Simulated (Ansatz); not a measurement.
The cell below belongs to a search over invented structures; it isn't taken from experiment.

Input and command of a plane-wave DFT calculation in Ansatz:

```yaml
crystal:
  lattice:
    - [1.75, -4.725, 0.0]
    - [1.75, 4.725, 0.0]
    - [0.0, 0.0, 10.45]
  atoms:
    - { symbol: Ga, position: [0.116, 0.884, 0.75] }
    - { symbol: Ga, position: [0.884, 0.116, 0.25] }
    - { symbol: Ni, position: [0.798, 0.202, 0.9024], spin: 2.0 }
    - { symbol: Ni, position: [0.798, 0.202, 0.5976], spin: 2.0 }
    - { symbol: Ni, position: [0.202, 0.798, 0.0976], spin: 2.0 }
    - { symbol: Ni, position: [0.202, 0.798, 0.4024], spin: 2.0 }
    - { symbol: O, position: [0.97, 0.03, 0.8725] }
    - { symbol: O, position: [0.97, 0.03, 0.6275] }
    - { symbol: O, position: [0.71, 0.29, 0.75] }
    - { symbol: O, position: [0.25, 0.75, 0.922] }
    - { symbol: O, position: [0.25, 0.75, 0.578] }
    - { symbol: O, position: [0.03, 0.97, 0.1275] }
    - { symbol: O, position: [0.03, 0.97, 0.3725] }
    - { symbol: O, position: [0.29, 0.71, 0.25] }
    - { symbol: O, position: [0.75, 0.25, 0.078] }
    - { symbol: O, position: [0.75, 0.25, 0.422] }
basis:
  ecutwfc: 420
kpoints:
  mp_grid: { grid: [5, 5, 2] }
hamiltonian:
  xc: pbe
scf:
  occupations: { method: gaussian, width: 0.2 }
  lower_state_search: "off"
output:
  forces: true
  stress: true
  eigenvalues: true
  populations: true
magnetization:
  spin_polarized: true
relax:
  adjacent_minimum: "off"
  f_tol: 0.08
  max_steps: 16
  cell: { stress_tol: 0.8 }
```

```bash
ansatz run input.yaml --threads 1 --pin off --max-ram 2560MiB --backend cpu --events-out ev --progress --plain --runs-dir out
```

Processor: Intel(R) Xeon(R) 6975P-C (Granite Rapids), 1 thread, on a host shared with other jobs.

Question: How long does it run, and how much memory does it take?

Answer: About 4.3 min, peak memory 0.92 GiB. It solves 100 bands at 18 k points (after reduction by symmetry) with about 3761 plane waves (on the last cell), in 114 SCF iterations over 9 ionic steps.
